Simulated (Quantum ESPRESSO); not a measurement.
```
CELL_PARAMETERS angstrom
      3.66511     0.00000     0.00000
     -1.83255     3.17408     0.00000
      0.00000     0.00000    15.90000
ATOMIC_POSITIONS crystal
  S  0.66667 0.33333 0.90668
  S  0.33333 0.66667 0.09332
  Sn 0.00000 0.00000 0.00000
```

The layer was cut from Materials Project entry mp-1170 and relaxed with PBE+D3(BJ) in a cell 15.9 Å high, with the Coulomb interaction truncated along z.

Problem. What does norm-conserving PBE (stringent potentials; Quantum ESPRESSO, 102 Ry, scalar-relativistic) give for the electronic structure near the Fermi level?

Solution. The PBE gap is indirect, 1.57 eV, from 33 % of the way from Γ to M to M; the smallest direct gap is 1.83 eV. The valence-band maximum lies 6.77 eV below the vacuum level. Spin-orbit splittings are left out.
